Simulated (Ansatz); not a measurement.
The numbers come from plane-wave PAW DFT (Ansatz): PBE, no spin polarisation, 420 eV, 5×5×9 Γ-centred k points, fermi-dirac occupations (width 0.1 eV). Nothing was relaxed.

Computed maps in the lattice plane spanned by b (left to right, 7.54 Å, 23 points from zero) and c (bottom to top, 3.69 Å, 11 points from zero), 90° apart, at height 0.000 along a. The fields are smooth PAW ones with compensation charges, not the true ones near nuclei.

Valence density. Digits on a logarithmic scale: 0 up to 0.03 e/Å³, each further digit a factor of 1.6, 9 from 1.3 e/Å³ up:
```
99975458999963223345799
99854336899743345555689
76543223565434567776567
44433222233334688887654
33333221122335787588643
33333221122335787588643
44433222233334688887654
76543223565434567776567
99854336899743345555689
99975458999963223345799
99975459999973222335799
```

Q: The cell is CaRhS. Which atoms lie within 0.2 Å of this plane, and where (fractions of b and c)?

A: S at (0.73, 0.50), Ca at (0.40, 0.00), Rh at (0.00, 0.00). The whole cell:
```xyz
9
Lattice="3.7696 6.5292 0.0000 -3.7696 6.5292 0.0000 0.0000 0.0000 3.6911" Properties=species:S:1:pos:R:3 pbc="T T T"
S     1.7710    6.5292    1.8456
S     0.9993    1.7309    1.8456
S    -2.7703    4.7983    1.8456
Rh   -0.0004    4.3530    1.8456
Rh    0.0004    8.7054    1.8456
Ca   -0.7370    6.5292    0.0000
Ca    2.2533    3.9028    0.0000
Ca   -1.5163    2.6264    0.0000
Rh    0.0000    0.0000    0.0000
```

Origin: a known structure type with other elements, at an estimated volume, so it need not be a known compound. Caveats: many states at the Fermi level without spin polarisation, so a magnetic state may lie lower.
